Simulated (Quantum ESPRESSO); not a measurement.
Parts of the isotropic shielding in BaO, by PBE GIPAW (a modified build of Quantum ESPRESSO, JTH PAW datasets), 22.5 Ha, k-mesh 6×6×6 shifted:

```yaml
crystal:
  lattice:
    - [0.00000, 2.76150, 2.76150]
    - [2.76150, 0.00000, 2.76150]
    - [2.76150, 2.76150, 0.00000]
  atoms:
    - { symbol: Ba, position: [0.00000, 0.00000, 0.00000] }
    - { symbol: O, position: [0.50000, 0.50000, 0.50000] }
```
The cell was made here from an entry of the Crystallography Open Database (unchecked): atoms relaxed with PBE in the measured cell (PBE without dispersion, pw.x of Quantum ESPRESSO, symmetry kept).  Stability against distortions was not tested.

The core term is that of the free atom's frozen core; the paramagnetic column sums the reconstruction terms. Shieldings are absolute and leave out the bulk-susceptibility term; a larger σ means a smaller chemical shift. By our sweeps, such settings leave a few ppm in absolute σ on light atoms and up to some 20 ppm from Zn on. No spin–orbit coupling; Ba is the heaviest element present. The structure is static (0 K, no zero-point motion).

| site | core | bare (smooth current) | diamagnetic correction | paramagnetic corrections | σ_iso (ppm) |
|---|---|---|---|---|---|
| Ba (atom 1) | 6129.8 | 82.0 | -43.9 | ___ | ___ |
| O (atom 2) | 271.1 | -112.2 | 25.5 | ___ | ___ |

### Question
What belongs in the gaps?

### Answer

- Ba (atom 1), paramagnetic corrections: -1779.7
- Ba (atom 1), σ_iso (ppm): 4388.2
- O (atom 2), paramagnetic corrections: -651.7
- O (atom 2), σ_iso (ppm): -467.3
